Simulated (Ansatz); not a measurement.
**MgSn2N2: from a guess to a relaxed structure**

Method: DFT PBE, scalar-relativistic, plane waves, PAW (Ansatz 0.2.0). Cutoff 420 eV, Gaussian smearing, Γ-centred meshes. Cell and atoms relax first on a coarse mesh and then on a finer one. In between, the cell is made exact in the group found at 0.06 Å. In metals the finer mesh still leaves noise of several meV/atom or more. The steps can't lower the symmetry of their start. No spin polarisation.

A trial structure of MgSn2N2 was built thus: random cell by space group and Wyckoff sites (R3m, No. 160). Lengths were set from tabulated atomic sizes, so they are only a guess.

```
CELL_PARAMETERS angstrom
2.68793 1.55188 3.69178
-2.68793 1.55188 3.69178
0.00000 -3.10375 3.69178
ATOMIC_POSITIONS crystal
Mg 0.23054 0.23054 0.23054
Sn 0.05357 0.05357 0.05357
Sn 0.80646 0.80646 0.80646
N 0.66809 0.66809 0.66809
N 0.52420 0.52420 0.52420
```

Energies over the elements count from the elements' standard structures at the same level (N₂ as a molecule), with no fitted energy shifts. The references include grey tin.

Question: Which structure results?

Answer: The symmetry stays R3m (No. 160). The volume per atom grows by 13.3 %, from 18.5 to 20.9 Å³. The shortest distance goes from 1.53 Å (Sn–N) to 1.14 Å (N–N). The ratio c/a of the conventional cell changes by a factor of 1.11. The energy falls by about 2.6 eV/atom (the start's value is from the coarse mesh). Conventional cell: a = 5.421 Å, c = 12.342 Å. Mg has 1 N at 2.16 Å, 4 Sn at 3.20–3.26 Å and 4 N at 3.23–3.30 Å; around Sn on its first site lie 4 Sn at 3.16–3.27 Å, 4 Mg at 3.20–3.26 Å, 3 N at 3.37 Å and 3 N at 3.58 Å; Sn on its second site is surrounded by 1 N at 2.68 Å, 3 N at 3.14 Å and 4 Sn at 3.16–3.27 Å; N on its first site is surrounded by 1 N at 1.14 Å, 1 Sn at 2.68 Å, 4 Mg at 3.23–3.30 Å and 6 Sn at 3.44–3.58 Å; N on its second site is surrounded by 1 N at 1.14 Å, 1 Mg at 2.16 Å, 3 Sn at 3.14 Å and 3 Sn at 3.37 Å.

```cif
data_structure
_symmetry_space_group_name_H-M 'R3m:H'
_symmetry_Int_Tables_number 160
_cell_length_a 5.4206
_cell_length_b 5.4206
_cell_length_c 12.3423
_cell_angle_alpha 90.000
_cell_angle_beta 90.000
_cell_angle_gamma 120.000
_cell_volume 314.07
loop_
_atom_site_label
_atom_site_type_symbol
_atom_site_symmetry_multiplicity
_atom_site_Wyckoff_symbol
_atom_site_fract_x
_atom_site_fract_y
_atom_site_fract_z
_atom_site_occupancy
Mg1 Mg 3 a 0.33333 0.66667 0.98959 1
Sn1 Sn 3 a 0.33333 0.66667 0.73047 1
Sn2 Sn 3 a 0.33333 0.66667 0.47441 1
N1 N 3 a 0.33333 0.66667 0.25697 1
N2 N 3 a 0.33333 0.66667 0.16476 1
```

Question: How does it come out in energy, and is it a metal?

Answer: The formation energy is +0.25 eV/atom and the gap on the 12×12×12 mesh of the 5-atom cell is 0 eV (a metal).

The separate elements lie lower, so it is unstable against them.

The last run used Gaussian smearing of 0.10 eV. A structure relaxed within its symmetry needn't be a true minimum. In all, the 3 runs took 8 min on 1 thread of Intel(R) Xeon(R) Processor @ 2.70GHz (shared host). Another cell of MgSn2N2 relaxed alike, in P-4m2 (a Materials Project cell), lies 270 meV/atom lower, so this cell isn't the stable form at this level.
